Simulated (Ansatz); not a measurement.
NbC₂:
```
NbC2
1.0
   -1.60181     1.60181     2.93724
    1.60181    -1.60181     2.93724
    1.60181     1.60181    -2.93724
Nb C
1 2
Direct
  0.00000   0.00000   0.00000
  0.61508   0.61508   0.00000
  0.38492   0.38492   0.00000
```

Relaxed with r²SCAN.

Q: Map the electron localisation function on the plane through (0.000, 0.000, 0.000) spanned by u = [1, 1, 0] and v = [1, -1, 0] in lattice vectors, from r²SCAN (plane waves, PAW; program Ansatz).

A: x is the fraction of u, y of v (the angle between them is 90°; rows are the nearest grid lines); atoms in the plane: Nb at (0.00, 0.00), Nb at (0.50, 0.50), C at (0.12, 0.50), C at (0.62, 0.00), C at (0.38, 0.00), C at (0.88, 0.50).
```
y \ x   0.000  0.103  0.172  0.276  0.379  0.448  0.552  0.621  0.724  0.828  0.897   1.00
------  -----  -----  -----  -----  -----  -----  -----  -----  -----  -----  -----  -----
1.00    0.061  0.708  0.187  0.903  0.012  0.545  0.545  0.012  0.903  0.187  0.708  0.061
0.913   0.626  0.699  0.160  0.872  0.422  0.675  0.675  0.422  0.872  0.160  0.699  0.626
0.826   0.522  0.297  0.131  0.613  0.734  0.606  0.606  0.734  0.613  0.131  0.297  0.522
0.783   0.169  0.175  0.187  0.351  0.543  0.320  0.320  0.543  0.351  0.187  0.175  0.169
0.696   0.391  0.639  0.666  0.221  0.175  0.296  0.296  0.175  0.221  0.666  0.639  0.391
0.609   0.770  0.570  0.806  0.479  0.509  0.766  0.766  0.509  0.479  0.806  0.570  0.770
0.522   0.865  0.019  0.618  0.621  0.630  0.497  0.497  0.630  0.621  0.618  0.019  0.865
0.478   0.865  0.019  0.618  0.621  0.630  0.497  0.497  0.630  0.621  0.618  0.019  0.865
0.391   0.770  0.570  0.806  0.479  0.509  0.766  0.766  0.509  0.479  0.806  0.570  0.770
0.304   0.391  0.639  0.666  0.221  0.175  0.296  0.296  0.175  0.221  0.666  0.639  0.391
0.217   0.169  0.175  0.187  0.351  0.543  0.320  0.320  0.543  0.351  0.187  0.175  0.169
0.174   0.522  0.297  0.131  0.613  0.734  0.606  0.606  0.734  0.613  0.131  0.297  0.522
0.0870  0.626  0.699  0.160  0.872  0.422  0.675  0.675  0.422  0.872  0.160  0.699  0.626
0.000   0.061  0.708  0.187  0.903  0.012  0.545  0.545  0.012  0.903  0.187  0.708  0.061
```

The density is the valence pseudo-density with augmentation charge, so density and ELF within about 1 Å of a nucleus are not all-electron values.

Space group I4/mmm (MoSi2 or CaC2 type). The start of the workflow was typed in or built on a structure type; neither database checked (COD, Materials Project) lists it. Its standing as an ambient phase is unchecked. The cell was relaxed with r²SCAN under the symmetry of its start; its stability against distortions is not shown here. No spin polarisation was allowed. The volume moved by -28 % from the start of the relaxation. Its formation energy is positive at this level, so the cell may be metastable or incomplete.

Potentials: the earlier of the program's two PAW sets.
